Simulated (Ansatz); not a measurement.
Starting cell, Ru (hcp, Mg type):

```yaml
crystal:
  lattice:
    - [2.72216, 0.00000, 0.00000]
    - [-1.36108, 2.35746, 0.00000]
    - [0.00000, 0.00000, 8.58166]
  atoms:
    - { symbol: Ru, position: [0.33333, 0.66667, 0.37500] }
    - { symbol: Ru, position: [0.33333, 0.66667, 0.87500] }
    - { symbol: Ru, position: [0.66667, 0.33333, 0.12500] }
    - { symbol: Ru, position: [0.66667, 0.33333, 0.62500] }
```

The atoms are displaced by Q × the pattern below (from a DFPT mode at A = (0.0, 0.0, 0.5), largest move 1; Q in Å), at fixed cell. It is one choice among 4 degenerate patterns. (q is in reciprocal vectors of the primitive cell; the cell shown is doubled to hold the pattern.)

```tsv
atom	x	y	z
Ru1	0.000	1.000	0.000
Ru2	0.000	-1.000	0.000
```

Atoms not listed stay in place.

All values below come from PBE (plane waves to 420 eV, PAW, scalar-relativistic; Ansatz, a first-principles code). k mesh 20×20×6 (Γ-centred), Fermi-Dirac smearing 0.05 eV. Energies are smeared free energies. With partly filled bands, energies and forces of such displacements shift with the k mesh and the smearing. Ru is run without spin polarisation. Ru was relaxed with its symmetry unable to fall. ΔE is measured from the undisplaced structure. The last digit holds for this mesh only.

| Q (Å) | ΔE (meV/cell) |
|---|---|
| -0.1000 | withheld |
| -0.0833 | 47.3 |
| -0.0667 | 30.4 |
| -0.0500 | 17.1 |
| -0.0333 | 7.6 |
| -0.0167 | 1.9 |
| 0.0000 | 0.0 |
| 0.0167 | 1.9 |
| 0.0333 | 7.6 |
| 0.0500 | 17.1 |
| 0.0667 | 30.4 |
| 0.0833 | 47.3 |
| 0.1000 | withheld |

### Question
Fit an even polynomial form (powers 2, 4) to the given rows and predict ΔE at Q = -0.1000.

### Answer
Least squares on the 11 given rows: ΔE = (6857)·Q² + (-5834)·Q⁴, in meV/cell with Q in Å; root-mean-square residual 0.01 meV/cell. At -0.1000 the fit gives 68.0 meV/cell; the calculation gives 68.0 meV/cell, the same to the digits shown. The quadratic term alone would give 68.6 meV/cell.

(For displaced atoms, the force is minus the slope of the energy, and its curvature is a force constant, which sets phonon frequencies.)
